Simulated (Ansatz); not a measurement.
Relaxing a structure of Bi

The start is a relaxed Bi cell displaced along its unstable phonon at q = (½, 0, 0) of its primitive reciprocal cell (41i cm⁻¹), largest move 0.15 Å. A full variable-cell relaxation at zero pressure is run with PBEsol (plane waves to 420 eV, PAW, scalar-relativistic; Ansatz, a program for electronic structure). The first steps use a coarse 6×12×12 k-mesh.

Starting cell:
```
CELL_PARAMETERS angstrom
     -3.91809     3.91809     3.91809
      1.95905    -1.95905     1.95905
      1.95905     1.95905    -1.95905
ATOMIC_POSITIONS crystal
  Bi 0.00000 0.03828 0.03828
  Bi 0.50000 0.96172 0.96172
```

| Item | Value |
|---|---|
| Largest initial force | 0.01 eV/Å, on Bi1, Bi2 (atoms numbered as listed) |
| Energy released | 0.04 eV/atom |
| Volume change | +10.2 %, from 30.07 to 33.14 Å³/atom |
| Relative to the parent | It does not go back: it reaches Cmcm (No. 63), 0.06 eV/atom below the parent |
| Shortest distances (start → end) | The closest pairs of elements (up to four, under 3.6 Å), start → end: Bi–Bi 3.23 → 3.23 Å |
| Optimiser moves | 25 |

Final structure:

Space group Cmcm (No. 63); a = 4.646 Å, b = 4.496 Å, c = 6.347 Å, α = 90.00°, β = 90.00°, γ = 90.00°

| atom | site | symmetry | x | y | z |
|---|---|---|---|---|---|
| Bi | 4c | m2m | 0.0000 | 0.0647 | 0.7500 |
(The calculation used a cell of 2 atoms; values per cell refer to that cell.)

Final values are on a 14×14×8 k-mesh of the relaxed cell. No spin polarisation in the result.

The run could not lose the symmetry of its start, so the end can be a saddle point.

The relaxed structure here is a generated cell of Bi: the first start was made by placing the elements on the sites of a structure type, and the end was not matched to a known phase here, so it may be hypothetical. Known forms of Bi include space group No. 166.
